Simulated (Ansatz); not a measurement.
Vibrational response of TiAl3 at 3 GPa

Computed with DFT LDA, scalar-relativistic, plane waves, PAW (Ansatz 0.2.0). Cutoff 420 eV, 16×16×16 k-points (Γ-centred), Fermi-Dirac smearing of 0.15 eV. No spin polarisation. Phonons by linear response, acoustic sum rule imposed.

The cell, relaxed at 3 GPa:
```yaml
crystal:
  lattice:
    - [-1.87754, 1.87754, 4.19664]
    - [1.87754, -1.87754, 4.19664]
    - [1.87754, 1.87754, -4.19664]
  atoms:
    - { symbol: Ti, position: [0.00000, 0.00000, 0.00000] }
    - { symbol: Al, position: [0.50000, 0.50000, 0.00000] }
    - { symbol: Al, position: [0.75000, 0.25000, 0.50000] }
    - { symbol: Al, position: [0.25000, 0.75000, 0.50000] }
```

In a metal, frequencies and elastic constants depend on the k mesh and the smearing, soft modes and shear constants most.

Optical modes at Γ; i marks an imaginary frequency:
```csv
frequency (meV),degeneracy
26.4,1
29.9,2
33.6,1
42.9,1
44.6,2
45.2,2
```

All 9 optical modes at Γ are real: no displacement of atoms at fixed cell lowers the energy to second order. Strains and modes at other wave vectors aren't tested by this run.

Cost: 1 run of about 15 core-minutes, on Intel Xeon Processor @ 2.50GHz (Skylake/Cascade Lake) (shared hosts).